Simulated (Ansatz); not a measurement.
Relaxed-ion elastic tensor of Al$_{2}$Cu in space group P4/mmm (No. 123; Al on 2e, Cu on 1a) in GPa (Voigt order), plane-wave PAW LDA (Ansatz code); density 4.23 g/cm³, 15.37 Å³ per atom.

```
      1     2     3     4     5     6
-  ----  ----  ----  ----  ----  ----
1   221  22.1  70.6   0.0   0.0   0.0
2  22.1   221  70.6   0.0   0.0   0.0
3  70.6  70.6   178   0.0   0.0   0.0
4   0.0   0.0   0.0  56.1   0.0   0.0
5   0.0   0.0   0.0   0.0  56.1   0.0
6   0.0   0.0   0.0   0.0   0.0  47.7
```

Is the crystal mechanically stable?

Yes: the smallest eigenvalue of C is 47.7 GPa.

Work out the Voigt, Reuss and Hill averages.

K_V = 105, K_R = 105, K_H = 105; G_V = 62.5, G_R = 58.5, G_H = 60.5 GPa.

Give Young's modulus, Poisson's ratio, Pugh's ratio and the universal anisotropy index.

E = 9KG/(3K + G) = 152 GPa; ν = 0.26; K/G = 1.74 (near the Pugh limit of 1.75, no verdict); A_U = 5G_V/G_R + K_V/K_R − 6 = 0.35.

Estimate the sound speeds and the Debye temperature.

v_l = √((K + 4G/3)/ρ) = 6630 m/s, v_t = √(G/ρ) = 3780 m/s, mean 4200 m/s; Θ = (h/k)(3n/4πV)^(1/3) v_m = 503 K.

Solve the Christoffel equation for the three sound speeds along x, y, z.

Eigenvalues of C_ijkl n_j n_l equal ρv². In km/s, slowest first: x 3.36, 3.64, 7.23; y 3.36, 3.64, 7.23; z 3.64, 3.64, 6.49.

How much does each axis shrink under pressure?

Linear compressibilities β_i = Σ_j S_ij (j = 1 to 3): x 3.2, y 3.2, z 3.1 per TPa.

The first step of the workflow began from a Materials Project structure, measured or hypothetical; the Crystallography Open Database copy checked does not list it. It is not the phase usual at ambient conditions (space group No. 140). The LDA relaxation kept the symmetry of its start; whether a distortion lowers the energy is not shown. No spin polarisation was allowed. As this level gives no gap, shear constants depend on the k-mesh and smearing (Fermi–Dirac, 0.1 eV here).

Potentials: the later of the program's two PAW sets.
